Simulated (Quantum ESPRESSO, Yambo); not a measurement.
AgI (wurtzite, space group P6_3mc, No. 186). Cell and atoms were relaxed with LDA from Materials Project entry mp-22894, within its symmetry. Chain: LDA (Quantum ESPRESSO, PseudoDojo norm-conserving, 86 Ry, no spin-orbit coupling); G0W0 in Yambo (3×3×2 Γ-centred k mesh, bands 9 to 204 and a 7 Ry block in the screening, 204 bands in G with the Bruneval-Gonze terminator, plasmon pole fitted at 27.2 eV); BSE (6×6×2 mesh, 16 valence and 5 conduction bands, static screening with 78 bands and a 4 Ry block, scissor 1.26 eV, Tamm-Dancoff).

The LDA gap (dense path) comes out as 1.09 eV, the LDA gap Γ → Γ on the GW mesh is 1.09 eV and the LDA smallest direct gap on the GW mesh, at Γ is 1.09 eV. The G0W0 direct gap at that point comes out as 2.35 eV, the G0W0 correction to the gap Γ → Γ is 1.26 eV and the lowest exciton comes out as no binding energy given (see below).

Rough cost of the Yambo steps against G0W0 for 4 states: BSE within a factor of two.

Nearest settings tried, and what they do to the gap: 159 bands in W, 159 bands in G: +6 meV; 6 Ry block (245 vectors against 299): -15 meV; 3×3×1 mesh: -123 meV. So the settings aren't converged at that level. The k mesh is coarse. The BSE states are vertical excitations (zero momentum). The lowest state covers only about 1 of the 72 k points, so the mesh doesn't resolve it: its energy and its distance from the direct gap are mesh artefacts. An extended exciton needs a far denser mesh. Axes are Cartesian, with cell vectors (Å) (4.48, 0.00, 0.00), (-2.24, 3.88, 0.00), (0.00, 0.00, 7.33).

Without spin-orbit coupling, band edges of such heavy elements can be off by tenths of an eV.
